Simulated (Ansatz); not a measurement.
Strained layers on GaAs(001)

Plane-wave DFT in Ansatz, LDA, scalar-relativistic PAW potentials, cutoff 420 eV, no spin-orbit coupling; no spin polarisation. Relaxed cubic crystals, elastic constants with ions relaxed. The substrate, GaAs (F-43m), has a = 5.603 Å.

| film | a (Å) | C11 (GPa) | C12 (GPa) |
| --- | --- | --- | --- |
| GaP (F-43m) | 5.391 | 142.5 | 64.0 |
| InP (F-43m) | 5.827 | 100.5 | 56.5 |
| Si (Fd-3m) | 5.402 | 160.9 | 64.3 |

Q: For coherent growth on (001), give the strains, the film stress and the thickness at which misfit dislocations become favourable.

A: In the plane ε∥ = a_s/a − 1; free along the normal, ε⊥ = −(2C12/C11) ε∥; the stress is Mε∥ with M = C11 + C12 − 2C12²/C11 (tension positive). For 60° dislocations (b = a/√2, ν = C12/(C11 + C12)) the Matthews–Blakeslee balance for one layer on a thick substrate is h = b(1 − ν/4)(ln(h/b) + 1)/(4π|ε∥|(1 + ν)).
```csv
film,ε∥ (%),ε⊥ (%),M (GPa),stress (GPa),h_c (nm)
GaP (F-43m),+3.93,-3.53,149,+5.9,1.1
InP (F-43m),-3.84,+4.32,93,-3.6,1.2
Si (Fd-3m),+3.72,-2.97,174,+6.5,1.3
```

h_c falls faster than 1/|ε∥|, owing to the logarithm, and depends on stiffness only through ν, since the film's and the dislocation's energy both scale with the shear modulus. It is an isotropic equilibrium estimate: cool growth keeps films coherent beyond it, large misfits give islands first, linear elasticity loses accuracy past a few per cent, and values of a few b mean that hardly any coherent film forms. The misfits are those of this functional at 0 K and can differ from measured ones by up to about one per cent of strain. Thicker films in tension may also crack. Interfaces between crystals of different valence carry charges of their own.

Cost: about 12 core-minutes for the runs cited, on Intel Xeon Processor @ 2.50GHz (Skylake/Cascade Lake), Arm Neoverse V1, Intel Xeon Platinum 8488C (Sapphire Rapids) (shared hosts).